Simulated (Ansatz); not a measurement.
A relaxation computed with Ansatz, from input to last step.

```yaml
crystal:
  lattice:
    - [1.5483729719, 0.8939535521, 7.1774941455]
    - [-1.5483729719, 0.8939535521, 7.1774941455]
    - [0.0, -1.7879071042, 7.1774941455]
  atoms:
    - { symbol: Si, position: [0.0, 0.0, 0.0] }
    - { symbol: Si, position: [0.2095, 0.2095, 0.2095] }
    - { symbol: Si, position: [0.7905, 0.7905, 0.7905] }
    - { symbol: "N", position: [0.4, 0.4, 0.4] }
    - { symbol: "N", position: [0.6, 0.6, 0.6] }
basis:
  ecutwfc: 420
kpoints:
  mp_grid: { grid: [6, 6, 6] }
hamiltonian:
  xc: pbe
scf:
  occupations: { method: gaussian, width: 0.1 }
  lower_state_search: "off"
output:
  forces: true
  stress: true
  eigenvalues: true
relax:
  adjacent_minimum: "off"
  f_tol: 0.04
  max_steps: 70
  cell: { stress_tol: 0.4 }
```

```bash
ansatz run input.yaml --threads 1 --pin off --max-ram 2560MiB --backend cpu --events-out ev --progress --plain --runs-dir out
```

Method: DFT PBE, scalar-relativistic, plane waves, PAW in Ansatz 0.2.0.

Of 15 frames 10 are shown, positions in Å and forces in eV/Å; the SCF threshold varies from step to step. Steps run on the plane waves of an earlier cell, with a Pulay correction in the pressure. The basis is chosen afresh for the last frame, the zero of the energies, and at times for earlier ones too; energy and pressure step there, also at an unchanged geometry. Here that happened at step 12 (-13 meV/atom, 1.0 GPa); the frames before carry an error of that size.

```xyz
5
Lattice="1.5484 0.8940 7.1775 -1.5484 0.8940 7.1775 0.0000 -1.7879 7.1775" Properties=species:S:1:pos:R:3:forces:R:3 pbc="T T T" step=1 free_energy_over_end_meV_per_atom=635.41 pressure_GPa=-14.02
Si    0.0000    0.0000    0.0000    0.0000    0.0000    0.0000
Si    0.0000    0.0000    4.5111    0.0000    0.0000    0.8933
Si    0.0000    0.0000   17.0214    0.0000    0.0000   -0.8933
N     0.0000    0.0000    8.6130    0.0000    0.0000    1.2822
N     0.0000    0.0000   12.9195    0.0000    0.0000   -1.2822
5
Lattice="1.4514 0.8379 6.8638 -1.4514 0.8379 6.8638 0.0000 -1.6759 6.8638" Properties=species:S:1:pos:R:3:forces:R:3 pbc="T T T" step=3 free_energy_over_end_meV_per_atom=462.49 pressure_GPa=13.78
Si    0.0000    0.0000    0.0000    0.0000    0.0000    0.0000
Si    0.0000    0.0000    4.2826    0.0000    0.0000    1.3940
Si    0.0000    0.0000   16.3087    0.0000    0.0000   -1.3940
N     0.0000    0.0000    8.4701    0.0000    0.0000    1.2398
N     0.0000    0.0000   12.1213    0.0000    0.0000   -1.2398
5
Lattice="1.3997 0.8081 7.1458 -1.3997 0.8081 7.1458 0.0000 -1.6162 7.1458" Properties=species:S:1:pos:R:3:forces:R:3 pbc="T T T" step=4 free_energy_over_end_meV_per_atom=328.11 pressure_GPa=25.15
Si    0.0000    0.0000    0.0000    0.0000    0.0000    0.0000
Si    0.0000    0.0000    4.4285    0.0000    0.0000    3.0200
Si    0.0000    0.0000   17.0090    0.0000    0.0000   -3.0200
N     0.0000    0.0000    9.0119    0.0000    0.0000    0.5938
N     0.0000    0.0000   12.4257    0.0000    0.0000   -0.5938
5
Lattice="1.3961 0.8061 7.8535 -1.3961 0.8061 7.8535 0.0000 -1.6121 7.8535" Properties=species:S:1:pos:R:3:forces:R:3 pbc="T T T" step=6 free_energy_over_end_meV_per_atom=71.12 pressure_GPa=10.16
Si    0.0000    0.0000    0.0000    0.0000    0.0000    0.0000
Si    0.0000    0.0000    4.9129    0.0000    0.0000    0.9635
Si    0.0000    0.0000   18.6477    0.0000    0.0000   -0.9635
N     0.0000    0.0000   10.0065    0.0000    0.0000    0.2187
N     0.0000    0.0000   13.5541    0.0000    0.0000   -0.2187
5
Lattice="1.4132 0.8159 8.2124 -1.4132 0.8159 8.2124 0.0000 -1.6319 8.2124" Properties=species:S:1:pos:R:3:forces:R:3 pbc="T T T" step=7 free_energy_over_end_meV_per_atom=24.77 pressure_GPa=0.45
Si    0.0000    0.0000    0.0000    0.0000    0.0000    0.0000
Si    0.0000    0.0000    5.1636    0.0000    0.0000    0.3834
Si    0.0000    0.0000   19.4736    0.0000    0.0000   -0.3834
N     0.0000    0.0000   10.4937    0.0000    0.0000    0.3871
N     0.0000    0.0000   14.1435    0.0000    0.0000   -0.3871
5
Lattice="1.4132 0.8159 8.3829 -1.4132 0.8159 8.3829 0.0000 -1.6319 8.3829" Properties=species:S:1:pos:R:3:forces:R:3 pbc="T T T" step=9 free_energy_over_end_meV_per_atom=16.16 pressure_GPa=0.45
Si    0.0000    0.0000    0.0000    0.0000    0.0000    0.0000
Si    0.0000    0.0000    5.2736    0.0000    0.0000    0.0426
Si    0.0000    0.0000   19.8749    0.0000    0.0000   -0.0426
N     0.0000    0.0000   10.7564    0.0000    0.0000    0.0456
N     0.0000    0.0000   14.3921    0.0000    0.0000   -0.0456
5
Lattice="1.4126 0.8156 8.4781 -1.4126 0.8156 8.4781 0.0000 -1.6311 8.4781" Properties=species:S:1:pos:R:3:forces:R:3 pbc="T T T" step=10 free_energy_over_end_meV_per_atom=15.27 pressure_GPa=0.26
Si    0.0000    0.0000    0.0000    0.0000    0.0000    0.0000
Si    0.0000    0.0000    5.3308    0.0000    0.0000   -0.0216
Si    0.0000    0.0000   20.1035    0.0000    0.0000    0.0216
N     0.0000    0.0000   10.8980    0.0000    0.0000   -0.0387
N     0.0000    0.0000   14.5363    0.0000    0.0000    0.0387
5
Lattice="1.4125 0.8155 8.4863 -1.4125 0.8155 8.4863 0.0000 -1.6311 8.4863" Properties=species:S:1:pos:R:3:forces:R:3 pbc="T T T" step=12 free_energy_over_end_meV_per_atom=2.58 pressure_GPa=1.08
Si    0.0000    0.0000    0.0000    0.0000    0.0000    0.0000
Si    0.0000    0.0000    5.3357    0.0000    0.0000    0.0170
Si    0.0000    0.0000   20.1231    0.0000    0.0000   -0.0170
N     0.0000    0.0000   10.9073    0.0000    0.0000    0.0123
N     0.0000    0.0000   14.5515    0.0000    0.0000   -0.0123
5
Lattice="1.4139 0.8163 8.6404 -1.4139 0.8163 8.6404 0.0000 -1.6326 8.6404" Properties=species:S:1:pos:R:3:forces:R:3 pbc="T T T" step=13 free_energy_over_end_meV_per_atom=0.70 pressure_GPa=0.13
Si    0.0000    0.0000    0.0000    0.0000    0.0000    0.0000
Si    0.0000    0.0000    5.4285    0.0000    0.0000   -0.0242
Si    0.0000    0.0000   20.4928    0.0000    0.0000    0.0242
N     0.0000    0.0000   11.1302    0.0000    0.0000   -0.0030
N     0.0000    0.0000   14.7911    0.0000    0.0000    0.0030
5
Lattice="1.4137 0.8162 8.6709 -1.4137 0.8162 8.6709 0.0000 -1.6324 8.6709" Properties=species:S:1:pos:R:3:forces:R:3 pbc="T T T" step=15 free_energy_over_end_meV_per_atom=0.00 pressure_GPa=0.11
Si    0.0000    0.0000    0.0000    0.0000    0.0000    0.0000
Si    0.0000    0.0000    5.4425    0.0000    0.0000    0.0311
Si    0.0000    0.0000   20.5702    0.0000    0.0000   -0.0311
N     0.0000    0.0000   11.1763    0.0000    0.0000    0.0059
N     0.0000    0.0000   14.8364    0.0000    0.0000   -0.0059
```

The start puts this composition into another compound's structure type, which needn't suit it. At the end the space group is R-3m (tolerance 0.05 Å).

The run took 32 s on 1 thread of Intel(R) Xeon(R) Platinum 8375C CPU @ 2.90GHz (Ice Lake), on a shared host, peak memory 0.4 GiB.

The k mesh is coarse. Spin polarisation was left out, and a magnetic state may lie lower.